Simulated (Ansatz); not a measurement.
CsHgF3:
```yaml
crystal:
  lattice:
    - [4.57144, 0.00000, 0.00000]
    - [0.00000, 4.57144, 0.00000]
    - [0.00000, 0.00000, 4.57144]
  atoms:
    - { symbol: Cs, position: [0.00000, 0.00000, 0.00000] }
    - { symbol: Hg, position: [0.50000, 0.50000, 0.50000] }
    - { symbol: F, position: [0.00000, 0.50000, 0.50000] }
    - { symbol: F, position: [0.50000, 0.00000, 0.50000] }
    - { symbol: F, position: [0.50000, 0.50000, 0.00000] }
```

DFT-PBEsol in the program Ansatz with PAW potentials gives a gap of 0.53 eV without spin–orbit coupling, maximum at R, minimum at Γ.

Task: What happens when spin–orbit coupling is switched on?

Result: The gap drops by 0.11 eV, to 0.42 eV; maximum at R, minimum at Γ.

Task: Give the electron effective mass with spin–orbit coupling.

Result: 0.32 mₑ (isotropic).

Space group Pm-3m (cubic perovskite). The workflow started from a Materials Project entry (that database holds measured and hypothetical structures alike); the Crystallography Open Database files this formula in space group No. 221, but the cells were not matched. Its standing as an ambient phase is unchecked. Symmetry was held in the PBEsol relaxation; whether a distortion lowers the energy is not shown.

Potentials: the later of the program's two PAW sets.
